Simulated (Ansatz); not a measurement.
Relaxed-ion elastic tensor of Re2C in space group P6_3/mmc (No. 194; Re on 4f, C on 2c) in GPa (Voigt order), LDA (plane waves, PAW; program Ansatz); density 18.95 g/cm³, 11.23 Å³ per atom.

```
     1    2     3    4    5    6
-  ---  ---  ----  ---  ---  ---
1  791  250   229  0.0  0.0  0.0
2  250  791   229  0.0  0.0  0.0
3  229  229  1020  0.0  0.0  0.0
4  0.0  0.0   0.0  278  0.0  0.0
5  0.0  0.0   0.0  0.0  278  0.0
6  0.0  0.0   0.0  0.0  0.0  271
```

Is the crystal mechanically stable?

Yes: the smallest eigenvalue of C is 271 GPa.

Work out the Voigt, Reuss and Hill averages.

K_V = 446, K_R = 441, K_H = 444; G_V = 291, G_R = 287, G_H = 289 GPa.

Give Young's modulus, Poisson's ratio, Pugh's ratio and the universal anisotropy index.

E = 9KG/(3K + G) = 713 GPa; ν = 0.23; K/G = 1.53 (brittle by the Pugh limit of 1.75); A_U = 5G_V/G_R + K_V/K_R − 6 = 0.08.

Estimate the sound speeds and the Debye temperature.

v_l = √((K + 4G/3)/ρ) = 6620 m/s, v_t = √(G/ρ) = 3910 m/s, mean 4330 m/s; Θ = (h/k)(3n/4πV)^(1/3) v_m = 576 K.

How much does each axis shrink under pressure?

Linear compressibilities β_i = Σ_j S_ij (j = 1 to 3): x 0.83, y 0.83, z 0.61 per TPa.

The workflow started from a Materials Project entry (that database holds measured and hypothetical structures alike); the Crystallography Open Database copy checked does not list it. Its standing as an ambient phase is unchecked. The cell was relaxed with LDA under the symmetry of its start; its stability against distortions is not shown here. The run is not spin-polarised. As this level gives no gap, shear constants depend on the k-mesh and smearing (Fermi–Dirac, 0.1 eV here). Scalar-relativistic: spin–orbit coupling is off unless named, which matters more the heavier the elements.

Potentials: the later of the program's two PAW sets.
